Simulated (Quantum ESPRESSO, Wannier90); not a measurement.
## PbBrF (P4/nmm), plane waves to Wannier functions

Materials Project entry mp-23008; symmetrised, unrelaxed at this level. COD (Crystallography Open Database) has an entry of this formula and space group (matched by these alone). Method: PBEsol plane waves in Quantum ESPRESSO 7.5 (PseudoDojo norm-conserving files, 68 Ry, spinors with spin-orbit coupling), Bloch states on a 4×4×4 mesh through Γ, Wannier90 4.0.1. Density: 8×8×4 mesh, cold smearing 0.01 Ry.

```
begin unit_cell_cart
ang
    4.1850600000    0.0000000000    0.0000000000
    0.0000000000    4.1850600000    0.0000000000
    0.0000000000    0.0000000000    7.6623400000
end unit_cell_cart
mp_grid = 4 4 4
```

Task: Which shells of neighbouring k-points and which b-vectors and weights does Wannier90 pick for this cell and mesh?

Result: 
```
 *---------------------------------- K-MESH ----------------------------------*
 +----------------------------------------------------------------------------+
 |                    Distance to Nearest-Neighbour Shells                    |
 |                    ------------------------------------                    |
 |          Shell             Distance (Ang^-1)          Multiplicity         |
 |          -----             -----------------          ------------         |
 |             1                   0.205002                      2            |
 |             2                   0.375334                      4            |
 |             3                   0.410004                      2            |
 |             4                   0.427670                      8            |
 |             5                   0.530803                      4            |
 |             6                   0.555859                      8            |
 |             7                   0.569014                      8            |
 |             8                   0.615007                      2            |
       ... (lines left out)
 +----------------------------------------------------------------------------+
 | The b-vectors are chosen automatically                                     |
 | The following shells are used:                       1,  2                 |
 +----------------------------------------------------------------------------+
 |                        Shell   # Nearest-Neighbours                        |
 |                        -----   --------------------                        |
 |                          1               2                                 |
 |                          2               4                                 |
 +----------------------------------------------------------------------------+
 | Completeness relation is fully satisfied [Eq. (B1), PRB 56, 12847 (1997)]  |
 +----------------------------------------------------------------------------+
 |                  b_k Vectors (Ang^-1) and Weights (Ang^2)                  |
 |                  ----------------------------------------                  |
 |            No.         b_k(x)      b_k(y)      b_k(z)        w_b           |
 |            ---        --------------------------------     --------        |
 |             1         0.000000    0.000000    0.205002    11.897428        |
 |             2         0.000000    0.000000   -0.205002    11.897428        |
 |             3         0.000000    0.375334    0.000000     3.549226        |
 |             4         0.375334    0.000000    0.000000     3.549226        |
 |             5         0.000000   -0.375334    0.000000     3.549226        |
 |             6        -0.375334    0.000000    0.000000     3.549226        |
```
